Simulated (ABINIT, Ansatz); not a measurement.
Given: the input of a run of Ansatz 0.2.0 on TaVN2. The cell comes from a database or a generator and needn't be the stable form of this composition.

input.yaml

```yaml
crystal:
  lattice:
    - [3.049867, 0.0, 0.0]
    - [0.0, 3.049867, 0.0]
    - [0.0, 0.0, 4.296062]
  atoms:
    - { symbol: Ta, position: [0.0, 0.0, 0.0] }
    - { symbol: V, position: [0.5, 0.5, 0.5], spin: 2.0 }
    - { symbol: "N", position: [0.5, 0.5, 0.0] }
    - { symbol: "N", position: [0.0, 0.0, 0.5] }
hamiltonian:
  xc: pbesol
  pseudopotentials: { kind: paw }
magnetization:
  spin_polarized: true
kpoints:
  mp_grid: { grid: [9, 9, 6] }
scf:
  occupations: { method: fermi_dirac, width: 0.05 }
output:
  forces: true
  stress: true
  eigenvalues: true
```

Potentials or basis: Ansatz PAW.

Run with:

```bash
$ ansatz run input.yaml --threads 1 --pin off --max-ram 3584MiB --backend cpu --events-out ev --progress --plain --runs-dir out
```

Problem. Translate it to ABINIT 10.8.3 (patched build). Potentials or basis there: JTH PAW PBE v2.0, cutoff 707 eV.

Solution. As run (cutoffs and basis follow the program's own potentials, and thresholds, step limits or extra output files can differ):

run.abi

```
# Pseudopotentials
pp_dirpath "./"
pseudos "Ta.GGA_PBE-JTH.xml, V.GGA_PBE-JTH.xml, N.GGA_PBE-JTH.xml"

# Structure
acell 3*1.0 Angstrom
rprim
     3.0498670000     0.0000000000     0.0000000000
     0.0000000000     3.0498670000     0.0000000000
     0.0000000000     0.0000000000     4.2960620000
ntypat 3
znucl 73 23 7
natom 4
typat 1 2 3 3
xcart
     0.0000000000     0.0000000000     0.0000000000
     1.5249335000     1.5249335000     2.1480310000
     1.5249335000     1.5249335000     0.0000000000
     0.0000000000     0.0000000000     2.1480310000 Angstrom

# Plane-wave basis
ecut 26.0
pawecutdg 48.0
pawxcdev 0

# k points
kptopt 1
ngkpt 9 9 6
nshiftk 1
shiftk 0.0 0.0 0.0

# Exchange and correlation
ixc -116133

# Bands and occupations
nband 23
occopt 3
tsmear 0.05 eV

# Spin
nsppol 2
spinat
     0.0000000000     0.0000000000     0.0000000000
     0.0000000000     0.0000000000     2.0000000000
     0.0000000000     0.0000000000     0.0000000000
     0.0000000000     0.0000000000     0.0000000000

# SCF cycle
nstep 100
tolvrs 1.0e-9

# Output
iomode 3
prtwf 0
prteig 0
prtebands 0
enunit 2
prtden 1
prtvha 1
prtvclmb 1
prtpot 1
```

Potentials or basis: JTH PAW PBE v2.0.

Launch:

```bash
$ abinit run.abi > log 2>&1
```

Both were run:

|  | Ansatz | ABINIT |
| --- | --- | --- |
| Pressure | -11.1 GPa | -10.3 GPa |
| Net moment | 0.90 μB per cell | 0.89 μB per cell |

Ansatz's pressure holds a Pulay term of +0.53 GPa for its cutoff of 420 eV, which the other run lacks.

Ansatz's potentials were made for PBE. ABINIT's potentials were made for PBE.

Where Ansatz's input types no cutoff or centring, it takes its own default and a Γ-centred mesh.

The magnetic state is the one that the start led to; the real crystal's order can differ.

The cell lies far from this level's equilibrium.

Pressure is positive in compression.
